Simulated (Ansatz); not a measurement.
A scan (energy against volume; even scaling of the relaxed cell, symmetry kept) gave these values. Computed with PBE (plane waves to 420 eV, PAW, scalar-relativistic; Ansatz, an electronic-structure program).

- Bulk modulus B₀ (third-order Birch-Murnaghan fit): 35.0 GPa
- Pressure derivative B₀′ (fit): 4.8
- Equilibrium volume of the fit: 36.25 Å³/atom

Problem. Of these crystals, all scanned alike, which one is it?
(A) CdTe (zinc blende)
(B) Ni (fcc, Cu type)
(C) CdSe (zinc blende)

Solution. A, CdTe (zinc blende). The others have, for the bulk modulus: CdSe 44.7 GPa, Ni 197 GPa

All were relaxed with their symmetry unable to fall. Relaxed Ni ends ferromagnetic. Spin-orbit coupling is left out. The PAW data are Ansatz's earlier set. The magnetic order is the one the run started from; other orders were not tried. (This holds for the magnetic or f-shell members.)

(A scan under strain: stresses follow from slopes of the energy per volume, elastic moduli from its curvatures.)
